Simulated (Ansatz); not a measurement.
Input:

VPt$_{2}$:
```
VPt2
1.0
   -1.35371     1.89224     4.15008
    1.35371    -1.89224     4.15008
    1.35371     1.89224    -4.15008
V Pt
1 2
Direct
  0.00000   0.00000   0.00000
  0.66079   0.66079   0.00000
  0.33921   0.33921   0.00000
```

This is the PBEsol-relaxed structure.

### Question
All from PBEsol (plane waves, PAW; program Ansatz), unless another level is named. Estimate the bulk modulus (Birch–Murnaghan fit).

### Answer
277 GPa.

### Question
And the highest zone-centre frequency?

### Answer
232 cm⁻¹.

Space group Immm. The workflow started from a Materials Project entry (that database holds measured and hypothetical structures alike); the Crystallography Open Database files this formula in space group No. 71, but the cells were not matched. Its standing as an ambient phase is unchecked. Symmetry was held in the PBEsol relaxation; of distortions, only those at the zone centre were tested. No spin polarisation was allowed. As this level gives no gap, phonon frequencies hold no LO–TO term and depend on the k-mesh and smearing (Fermi–Dirac, 0.1 eV here). Spin–orbit coupling is left out wherever it is not named.

Potentials: the later of the program's two PAW sets.
